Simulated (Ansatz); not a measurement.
**Question.** TiSi2 in space group Cmcm (No. 63; Ti on 4c, Si on 4c, Si on 4c) is relaxed with PBE in the plane-wave PAW code Ansatz. What lattice parameters of the conventional cell result?

**Answer.** a = 3.546 Å, b = 13.564 Å, c = 3.579 Å.

**Question.** Give the free coordinates with the occupied sites.

**Answer.** In one choice of origin and axes:

```
atom  site  symmetry       x       y       z
----  ----  --------  ------  ------  ------
Ti      4c       m2m  0.0000  0.1031  0.7500
Si      4c       m2m  0.0000  0.5592  0.2500
Si      4c       m2m  0.0000  0.2497  0.2500
```

**Question.** Is it a metal or does it have a gap at this level?

**Answer.** No gap at this level.

The PBE relaxation kept the symmetry of its start; of distortions, only those at the zone centre were tested. No spin polarisation was allowed.

Potentials: the later of the program's two PAW sets.
